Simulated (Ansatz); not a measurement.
The numbers come from plane-wave PAW DFT (Ansatz): PBE, no spin polarisation, 420 eV, 7×7×7 Γ-centred k points, fermi-dirac occupations (width 0.1 eV). Nothing was relaxed.

Computed maps in the lattice plane spanned by a (left to right, 5.67 Å, 17 points from zero) and b (bottom to top, 5.67 Å, 17 points from zero), 60° apart, at height 0.000 along c. The fields are smooth PAW ones with compensation charges, not the true ones near nuclei.

Valence density. Digits on a logarithmic scale: 0 up to 0.03 e/Å³, each further digit a factor of 1.6, 9 from 1.3 e/Å³ up:
```
99986434444434689
99986444444444468
78876444544454446
56665444543345444
44444434543234543
33444334443223444
34444443444333444
44455544444444444
44444444444455544
34443334443444444
34443223444334443
43454323454344444
54445433454445666
76444544454446788
98644444444446899
99864344444346899
99975433443345799
```

Question: The cell is LaAl₂S₃. Which atoms lie within 0.2 Å of this plane, and where (fractions of a and b)?

Answer: Al at (0.33, 0.33), Al at (0.67, 0.67), La at (0.00, 0.00). The whole cell:
```
Al La S
1.0
     2.83628    4.91257    0.00000
    -2.83628    4.91257    0.00000
     0.00000    0.00000    4.60837
Al La S
2 1 3
Direct
  0.33330 0.33340 0.00000
  0.66660 0.66670 0.00000
  0.00000 0.00000 0.00000
  0.50000 0.50000 0.50000
  0.50000 0.00000 0.50000
  0.00000 0.50000 0.50000
```

Origin: a known structure type with other elements, at an estimated volume, so it need not be a known compound. Caveats: many states at the Fermi level without spin polarisation, so a magnetic state may lie lower; f levels without a U or exact exchange are poorly placed.
